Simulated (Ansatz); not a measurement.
# W (Fm-3m), zone-centre modes

Theory: DFT PBEsol, scalar-relativistic, plane waves, PAW in Ansatz 0.2.0. Settings: plane waves to 420 eV, k-mesh 22×22×16 (Γ-centred), Gaussian smearing 0.15 eV. Spin–orbit coupling is left out, which can shift energies with elements as heavy as these. No spin polarisation.

The starting cell (relaxed at this level; this fcc form isn't the usual structure):

```xyz
2
Lattice="0.0000 -1.9990 -1.9990 0.0000 1.9990 -1.9990 3.9980 0.0000 0.0000" Properties=species:S:1:pos:R:3 pbc="T T T"
W     1.9990    0.0000   -1.9990
W     0.0000    0.0000    0.0000
```

Harmonic modes by finite displacements of 0.02 Å, without the LO–TO term. The cell doubles the primitive one, so its zone centre also holds the primitive cell's point q = (0, 1/2, 1/2).

(1) At this geometry, is the structure stable against these modes?

(2) List the wavenumbers in cm⁻¹.

## Answers

(1) Yes: no mode is imaginary beyond 10 cm⁻¹, and only the three translations lie near zero.

(2) 0, 0, 0, 105, 105, 217.

Cost: 1 run of about 1.4 core-minutes, on Arm Neoverse V2 (shared hosts).